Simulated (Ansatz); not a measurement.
Bi$_{2}$SO$_{2}$:
```cif
data_Bi4O4S2
_chemical_formula_sum 'Bi4 S2 O4'
_space_group_name_H-M_alt 'P 1'
_space_group_IT_number 1
_cell_length_a 3.82307
_cell_length_b 11.90603
_cell_length_c 3.81924
_cell_angle_alpha 90.000
_cell_angle_beta 90.000
_cell_angle_gamma 90.000
loop_
_space_group_symop_operation_xyz
  'x, y, z'
loop_
_atom_site_label
_atom_site_type_symbol
_atom_site_fract_x
_atom_site_fract_y
_atom_site_fract_z
_atom_site_occupancy
Bi1 Bi 0.47257 0.85771 0.50000 1
Bi2 Bi 0.52743 0.14229 0.50000 1
Bi3 Bi 0.97257 0.64229 0.00000 1
Bi4 Bi 0.02743 0.35771 0.00000 1
S1 S 0.00000 0.00000 0.00000 1
S2 S 0.50000 0.50000 0.50000 1
O1 O 0.47999 0.74990 0.00000 1
O2 O 0.52001 0.25010 0.00000 1
O3 O 0.97999 0.75010 0.50000 1
O4 O 0.02001 0.24990 0.50000 1
```

Relaxed with PBEsol. PBEsol in the plane-wave PAW code Ansatz gives a gap of 0.77 eV.

### Question
What gap does HSE06 give on the same cell (Ansatz, PAW)?

### Answer
1.52 eV, 0.75 eV more. The hybrid was solved on a coarser mesh and at special points; the gap given is the minimum over both.

| k | v1 PBEsol | c1 PBEsol | v1 HSE06 | c1 HSE06 |
|---|---|---|---|---|
| Γ | -0.33 | 0.77 | -0.34 | 1.52 |
| X | 0.00 | 2.79 | 0.00 | 3.61 |
| Z | -0.01 | 2.79 | (withheld) | (withheld) |
| U | -0.79 | 1.27 | -0.96 | 2.03 |
| Y | -0.65 | 1.30 | (withheld) | (withheld) |
| S | 0.00 | 2.83 | (withheld) | (withheld) |
| T | -0.01 | 2.83 | -0.01 | 3.65 |
| R | -0.92 | 2.33 | (withheld) | (withheld) |

### Question
Top valence (v1) and lowest conduction level (c1) in eV from each method's valence maximum (which need not be a listed point): supply the withheld HSE06 values.

### Answer

- S, v1 HSE06: 0.00
- S, c1 HSE06: 3.64
- R, v1 HSE06: -1.08
- R, c1 HSE06: 3.11
- Y, v1 HSE06: -0.63
- Y, c1 HSE06: 2.07
- Z, v1 HSE06: -0.01
- Z, c1 HSE06: 3.61

Cost on shared cores: the PBEsol run (SCF on a 7×3×7 mesh, then bands and DOS) around 5 core-minutes (rough), the HSE06 run (SCF on 4×2×4, then a few points) roughly 11 core-minutes; the tasks are unlike.

Space group Pnnm. The first step of the workflow began from a Materials Project structure, measured or hypothetical; the Crystallography Open Database copy checked does not list it. Whether it is the stable phase at ambient conditions was not checked. The PBEsol relaxation kept the symmetry of its start; whether a distortion lowers the energy is not shown. Scalar-relativistic: spin–orbit coupling is off unless named, which matters more the heavier the elements.

Potentials: the later of the program's two PAW sets.
